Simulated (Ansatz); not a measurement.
**Pressure against volume in Te2Pb3Se**

The cell was found from a structure generator's guess, not taken from experiment.

All numbers below come from DFT PBE, scalar-relativistic, plane waves, PAW in Ansatz. Settings of the last relaxation (6-atom cell): 420 eV, 6×6×4 k points, Gaussian smearing of 0.02 eV, no spin polarisation.

```
CELL_PARAMETERS angstrom
4.56026 0.00000 0.00000
-2.28013 3.94930 0.00000
0.00000 0.00000 11.17207
ATOMIC_POSITIONS crystal
Te 0.33333 0.66667 0.67338
Te 0.66667 0.33333 0.32662
Pb 0.66667 0.33333 0.84733
Pb 0.00000 0.00000 0.50000
Pb 0.33333 0.66667 0.15267
Se 0.00000 0.00000 0.00000
```

The cell was set to several volumes, with shape and atoms relaxed at each where symmetry leaves them free. Pressure is positive in compression, and energies count from the lowest row.

```
row  V (Å³/atom)  P (GPa)  ΔE (meV/atom)  gap on mesh (eV)
  1       29.510     6.99           78.2              0.36
  2       30.516        ?              ?                 ?
  3       31.522     2.92           17.4              0.54
  4       32.528     1.34            4.1              0.62
  5       33.534     0.00            0.0              0.69
  6       34.540    -1.13            3.6              0.75
  7       35.547    -2.09           13.8              0.80
  8       36.888    -3.15           35.9              0.86
```

**Question.** Find B = −V·ΔP/ΔV from rows 4 and 6 and from rows 1 and 3, and from the two its slope B′ and its value B0 at zero pressure.

**Answer.** Rows 4 and 6 give −(32.528 + 34.540)/2 × (-1.13 − (1.34))/(34.540 − 32.528) = 41.2 GPa at a mean pressure of 0.11 GPa. Rows 1 and 3 give −(29.510 + 31.522)/2 × (2.92 − (6.99))/(31.522 − 29.510) = 61.7 GPa at a mean pressure of 4.96 GPa. So B′ = (61.7 − 41.2)/(4.96 − (0.11)) = 4.23 and B0 = 41.2 − 4.23 × (0.11) = 40.7 GPa. A third-order Birch–Murnaghan fit to all the energies gives B0 = 40.9 GPa and B′ = 4.5.

**Question.** Estimate the pressure and energy of row 2.

**Answer.** From row 5, V0 = 33.534 × (1 + (0.00)/40.7) = 33.534 Å³/atom. Murnaghan's form P = (B0/B′)·[(V0/V)^B′ − 1] gives (40.7/4.23) × [(33.534/30.516)^4.23 − 1] = 4.72 GPa; the computed pressure is 4.78 GPa, so the estimate is off by -0.06 GPa. The work of compression from row 3, with the mean of the two pressures, gives ΔE = 17.4 + (4.72 + 2.92)/2 × (31.522 − 30.516)/160.2 × 1000 = 41.4 meV/atom (1 eV/Å³ = 160.2 GPa); the computed value is 41.4 meV/atom.

**Question.** Fit the gap against pressure through the other rows and estimate it at the computed pressure of row 2.

**Answer.** Over the 7 rows the mean pressure is 0.6971 GPa and the mean gap is 0.660 eV. The sums of products of deviations are S_xx = 71.35 and S_xy = -3.525, so the slope is -3.525/71.35 = -0.0494 (r = -1.00, rms misfit 0.01 eV). At 4.78 GPa the line gives 0.660 + (-0.0494) × (4.78 − 0.6971) = 0.46 eV. The computed value is 0.45 eV, so the line is off by +0.01 eV, no more than the largest miss among the fitted rows (0.01 eV).

Spin–orbit coupling, which can matter for Pb and Te, is left out. Kohn–Sham gaps at this level usually fall short of measured ones. The missing spin–orbit coupling can work the other way here. All volumes keep the k mesh of the relaxed cell. Symmetry constrained the relaxation, so the result can be a saddle point.
